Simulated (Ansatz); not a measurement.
Input:

Ge:
```
Ge
1.0
   -2.53492     2.53492     1.39204
    2.53492    -2.53492     1.39204
    2.53492     2.53492    -1.39204
Ge
2
Direct
  0.25000   0.75000   0.50000
  0.50000   0.50000   0.00000
```

This is the LDA-relaxed structure. x, y and z are the axes in which the lattice vectors are written.

Problem. All from LDA in the plane-wave PAW code Ansatz, unless another level is named. Predict the Debye temperature from the elastic constants.

Solution. 329 K.

Problem. What about the highest zone-centre frequency?

Solution. 180 cm^-1.

Problem. Give the elastic constants (relaxed ions, GPa).

Solution. C11 = 135, C12 = 66.3, C13 = 54.4, C33 = 133, C44 = 48.8, C66 = 57.6.

Space group I4_1/amd (β-Sn type). This is a known high-pressure phase of the composition, computed here at zero pressure and temperature. Symmetry was held in the LDA relaxation; of distortions, only those at the zone centre were tested. As this level gives no gap, shear constants depend on the k-mesh and smearing (Fermi–Dirac, 0.1 eV here). As this level gives no gap, phonon frequencies hold no LO–TO term and depend on the k-mesh and smearing (Fermi–Dirac, 0.1 eV here).

Potentials: the earlier of the program's two PAW sets.
